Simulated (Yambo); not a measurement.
```
Ag2S
1.0
    3.51146    -2.36127     0.00000
    3.51146     2.36127     0.00000
   -0.01416     0.00000     7.43416
S Ag
2 4
Direct
  0.77947   0.77947   0.75005
  0.21749   0.21749   0.25076
  0.99959   0.99959   0.50106
  0.60213   0.60213   0.25128
  0.39492   0.39492   0.74886
  0.99734   0.99734   0.00096
```

Workflow: PBEsol (Quantum ESPRESSO, PseudoDojo norm-conserving, 82 Ry, without SOC), then G0W0 in Yambo (4×4×2 Γ-centred k mesh, bands 17 to 200 and a 7 Ry block in the screening, 200 bands in G with the Bruneval-Gonze terminator, plasmon pole fitted at 27.2 eV).

**Question.** Give the PBEsol and G0W0 gaps between the band edges found on this mesh, and say where the edges lie.

**Answer.** Edges: Γ → Γ. PBEsol: 1.11 eV; G0W0: 1.91 eV. Nearest settings tried, and what they do to the gap: 137 bands in G: +7 meV; 90 bands in W, 90 bands in G: +229 meV; 6 Ry block (209 vectors against 271): -20 meV; 2×2×1 mesh: -147 meV. So the settings aren't converged at that level. Spin-orbit splittings are left out.

Geometry of the Materials Project entry, not relaxed at this level.

The structure is a Materials Project entry; no match was found in the copy of COD used, and its stability was not checked.
